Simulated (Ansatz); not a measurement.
CaAu5:
```yaml
crystal:
  lattice:
    - [0.00000, 3.89736, 3.89736]
    - [3.89736, 0.00000, 3.89736]
    - [3.89736, 3.89736, 0.00000]
  atoms:
    - { symbol: Au, position: [0.75000, 0.75000, 0.75000] }
    - { symbol: Ca, position: [0.00000, 0.00000, 0.00000] }
    - { symbol: Au, position: [0.37531, 0.37531, 0.87406] }
    - { symbol: Au, position: [0.37531, 0.87406, 0.37531] }
    - { symbol: Au, position: [0.87406, 0.37531, 0.37531] }
    - { symbol: Au, position: [0.37531, 0.37531, 0.37531] }
```

Relaxed with r²SCAN.

### Question
Map the electron localisation function on the plane through (0.750, 0.750, 0.750) spanned by u = [1, 0, 0] and v = [-1, 1, 1] in lattice vectors, from r²SCAN in the plane-wave PAW code Ansatz.

### Answer
x is the fraction of u, y of v (the angle between them is 90°; rows are the nearest grid lines); atoms in the plane: Au at (0.00, 0.00), Ca at (0.50, 0.25), Au at (0.75, 0.63), Au at (0.25, 0.63).
```
y \ x   0.000  0.107  0.179  0.286  0.357  0.464  0.536  0.643  0.714  0.821  0.893   1.00
------  -----  -----  -----  -----  -----  -----  -----  -----  -----  -----  -----  -----
1.00    0.802  0.563  0.375  0.175  0.160  0.225  0.225  0.160  0.175  0.375  0.563  0.802
0.923   0.560  0.454  0.254  0.140  0.187  0.249  0.249  0.187  0.140  0.254  0.454  0.560
0.846   0.265  0.201  0.141  0.167  0.208  0.243  0.243  0.208  0.167  0.141  0.201  0.265
0.769   0.160  0.192  0.248  0.254  0.231  0.248  0.248  0.231  0.254  0.248  0.192  0.160
0.692   0.232  0.372  0.550  0.576  0.463  0.233  0.233  0.463  0.576  0.550  0.372  0.232
0.615   0.245  0.453  0.633  0.724  0.550  0.257  0.257  0.550  0.724  0.633  0.453  0.245
0.538   0.235  0.277  0.464  0.535  0.448  0.263  0.263  0.448  0.535  0.464  0.277  0.235
0.462   0.235  0.244  0.248  0.310  0.322  0.160  0.160  0.322  0.310  0.248  0.244  0.235
0.385   0.245  0.246  0.241  0.114  0.038  0.213  0.213  0.038  0.114  0.241  0.246  0.245
0.308   0.232  0.227  0.201  0.041  0.613  0.862  0.862  0.610  0.041  0.201  0.228  0.232
0.231   0.160  0.158  0.120  0.068  0.780  0.798  0.798  0.779  0.065  0.120  0.158  0.160
0.154   0.265  0.268  0.260  0.035  0.201  0.798  0.797  0.197  0.035  0.260  0.268  0.265
0.0769  0.560  0.472  0.347  0.198  0.061  0.037  0.037  0.061  0.198  0.347  0.472  0.560
0.000   0.802  0.563  0.375  0.175  0.160  0.225  0.225  0.160  0.175  0.375  0.563  0.802
```

The density is the valence pseudo-density with augmentation charge, so density and ELF within about 1 Å of a nucleus are not all-electron values.

Space group F-43m. The workflow started from an entry of the Crystallography Open Database (COD). Its standing as an ambient phase is unchecked. Symmetry was held in the r²SCAN relaxation; whether a distortion lowers the energy is not shown. Scalar-relativistic: spin–orbit coupling is off unless named, which matters more the heavier the elements.

Potentials: the later of the program's two PAW sets.
